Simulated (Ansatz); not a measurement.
Zn3InGaO6:
```yaml
crystal:
  lattice:
    - [1.64481, 0.94963, 13.79022]
    - [-1.64481, 0.94963, 13.79022]
    - [0.00000, -1.89926, 13.79022]
  atoms:
    - { symbol: Zn, position: [0.26109, 0.26109, 0.26109] }
    - { symbol: Zn, position: [0.74134, 0.74134, 0.74134] }
    - { symbol: Zn, position: [0.86572, 0.86572, 0.86572] }
    - { symbol: In, position: [0.00122, 0.00122, 0.00122] }
    - { symbol: Ga, position: [0.13689, 0.13689, 0.13689] }
    - { symbol: O, position: [0.91333, 0.91333, 0.91333] }
    - { symbol: O, position: [0.08935, 0.08935, 0.08935] }
    - { symbol: O, position: [0.18467, 0.18467, 0.18467] }
    - { symbol: O, position: [0.80378, 0.80378, 0.80378] }
    - { symbol: O, position: [0.69421, 0.69421, 0.69421] }
    - { symbol: O, position: [0.30844, 0.30844, 0.30844] }
```

x, y and z are the axes in which the lattice vectors are written.

Q: Give the proper piezoelectric stress tensor with relaxed ions from PBEsol (plane waves, PAW; program Ansatz).

A: In C/m², rows x, y, z, Voigt columns; mesh uncertainty up to 0.00.
```
 0.00   0.00   0.00   0.00  -0.10  -0.09
-0.09   0.09   0.00  -0.10   0.00   0.00
-0.06  -0.06   0.36   0.00   0.00   0.00
```

The elastic tensor of the same run (GPa):

```
 232   134   114  -4.8   0.0   0.0
 134   232   114   4.8   0.0   0.0
 114   114   252   0.0   0.0   0.0
-4.8   4.8   0.0  47.0   0.0   0.0
 0.0   0.0   0.0   0.0  47.0  -4.8
 0.0   0.0   0.0   0.0  -4.8  49.3
```

Q: Convert to strain constants d = e·S.

A: In pC/N:
```
 0.0   0.0   0.0   0.0  -2.4  -2.1
-1.0   1.0   0.0  -2.4   0.0   0.0
-0.9  -0.9   2.2   0.0   0.0   0.0
```

Space group R3m. The workflow started from a Materials Project entry (that database holds measured and hypothetical structures alike); the Crystallography Open Database copy checked does not list it. Whether it is the stable phase at ambient conditions was not checked. The cell was relaxed with PBEsol under the symmetry of its start; whether a distortion lowers the energy is not shown.

Potentials: the later of the program's two PAW sets.
